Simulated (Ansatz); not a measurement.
**MnSn3: which magnetic state is lowest?**

Method: DFT r2SCAN, scalar-relativistic, plane waves, PAW in Ansatz 0.2.0.

```xyz
4
Lattice="0.0000 3.6684 3.6684 3.6684 0.0000 3.6684 3.6684 3.6684 0.0000" Properties=species:S:1:pos:R:3 pbc="T T T"
Sn    1.8342    1.8342    1.8342
Sn    5.5027    5.5027    5.5027
Sn    3.6684    3.6684    3.6684
Mn    0.0000    0.0000    0.0000
```

- plane-wave cutoff: 500 eV
- Γ-centred k-mesh: 10×10×10
- occupation rule: Gaussian smearing, 0.1 eV
- list of starting moments (μB, in atom order): 0 0 0 4
- check for lower electronic states after the SCF: off

All runs keep this geometry, which isn't relaxed for the lowest state (largest force there 0.000 eV/Å, pressure -0.7 GPa) and needn't be a stable compound; relaxing each order would shift the differences by some 40 meV/atom, going by the pressures and a bulk modulus of about 150 GPa. A propagation vector, in units of the reciprocal vectors, doubles the cell, which takes an equally dense mesh. r2SCAN tends to overstate moments in metals, so a weak moment here may be absent in the real material. Site moments are spin moments in atom-centred spheres that scale with the neighbour distance. The states are those that the runs reached from these starts; a lower one can exist.

**Question.** Order the starts by the energy of the state that they reach, lowest first.
A. ferromagnetic
B. antiferromagnetic, doubled cell, propagation vector (0, 1/2, 1/2)
C. no spin

**Answer.** B (0.00 meV/atom), A (24.5 meV/atom), C (788 meV/atom).

| start | ends | energy above lowest (meV/atom) | site moments (μB) | gap on mesh (eV) | P (GPa) |
| --- | --- | --- | --- | --- | --- |
| no spin | non-magnetic | 788 | none over 0.05 | metal | -8.3 |
| ferromagnetic | ferromagnetic | 24.5 | Sn -0.09 (×2), Mn +4.46 | metal | -0.2 |
| antiferromagnetic, doubled cell, propagation vector (0, 1/2, 1/2) | antiferromagnetic | 0.00 | Mn +4.45, Mn -4.45 | metal | -0.7 |

Cost: 3 runs of about 5.4 core-minutes in all, on Arm Neoverse V1 (shared hosts).